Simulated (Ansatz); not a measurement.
**Fe (dhcp): energy against volume**

All numbers below come from DFT, LDA (PW92), plane waves (420 eV) with PAW, scalar-relativistic (Ansatz). (PAW data from PBE, frozen cores regenerated.)

The cell is scaled uniformly from the relaxed one, with fractional coordinates and shape fixed. Energies are extrapolated to zero smearing, pressures are those at the given smearing. Magnetic state: spin not included. Spin polarisation is off; a magnetic state may lie lower.

A Birch-Murnaghan fit gives V₀ = 9.58 Å³/atom, B₀ = 346 GPa, B₀′ = 4.5.

Problem. What are the energy above the minimum and the pressure at 8.831 Å³/atom?

Solution. 74.3 meV/atom and 34.63 GPa as computed.

Problem. What are the energy above the minimum and the pressure at 9.983 Å³/atom?

Solution. 16.7 meV/atom and -12.32 GPa as computed.

Problem. What are the energy above the minimum and the pressure at 10.367 Å³/atom?

Solution. 59.8 meV/atom and -22.16 GPa as computed.
